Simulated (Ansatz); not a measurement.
**Magnetic states of CoO**

```
CELL_PARAMETERS angstrom
0.00000 4.26300 4.26300
2.13150 0.00000 2.13150
2.13150 2.13150 0.00000
ATOMIC_POSITIONS crystal
Co 0.00000 0.00000 0.00000
O 0.25000 0.50000 0.50000
Co 0.50000 0.00000 0.00000
O 0.75000 0.50000 0.50000
```

Computed with plane-wave PAW DFT (Ansatz 0.2.0): PBE with U_eff = 3.3 eV on Co d (all-electron-ortho-atomic projectors), 420 eV cutoff, 5×10×10 Γ-centred mesh, fermi-dirac occupations of width 0.050 eV. The atoms are fixed and numbered as listed; spin is collinear, without spin-orbit coupling.

Different starts of the self-consistent cycle ended in different solutions. Their moments in μB:

| state | Co1 | Co3 | other atoms together | size of the net moment a cell |
| --- | --- | --- | --- | --- |
| A | 2.53 | -2.53 | 0.00 | 0.00 |
| B | 0.00 | 0.00 | 0.00 | 0.00 |
| C | 2.60 | 2.60 | 0.46 | 6.00 |

Site moments are taken in small spheres that don't touch (radius about 0.4 of the atom's shortest bond), so those of the magnetic atoms read low, and they needn't add up to the net moment. State B was run without spin polarisation.

**Question.** Rank the states by energy at zero smearing.

**Answer.** State A (antiparallel, compensated) is lowest; C (parallel moments) lies 49 meV above it, B (without moments) lies 810 meV above it, all counted an atom of the cell.

**Question.** Compare the parallel order C with the antiparallel order A.

**Answer.** Between C and A the moments keep their size (2.60 against 2.53 μB in the mean), so the difference mostly measures the exchange between the flipped sites: the antiparallel order gains 98 meV for each Co atom. The nearest flipped pair stands 3.01 Å apart. Flipped pairs are linked through O; the widest Co–O–Co angle among the nearer links is 180°, at 4.26 Å between the metal atoms. A nearly straight link favours antiparallel spins by superexchange as a rule of thumb, which fits.

**Question.** What does magnetism gain here?

**Answer.** 810 meV an atom of the cell, or 1621 meV for each Co atom, against state B, which has none. A run without spin would miss this and give wrong energies and forces. That state isn't the paramagnet, which keeps its moments, so this is no ordering energy, and a U raises it further by its penalty on part-filled orbitals.

The cell is that of a Crystallography Open Database entry, unchanged but doubled along one cell vector so that moments can oppose.

Caveats: only orders that fit this cell and collinear spins were tried, so the true order may need a larger cell or canted moments; atoms and cell are not relaxed, and each state would relax in its own way; the U is a value in common use, not computed for this crystal; the k mesh is coarse, so differences of a few meV are uncertain where a state is a metal; at this level the entry's cell stands at +6 GPa (positive in compression); one start a pattern, so a lower state of the same pattern may exist; the nearest magnetic atoms form triangles, which frustrates antiparallel coupling, so the true order may be non-collinear or need another cell.
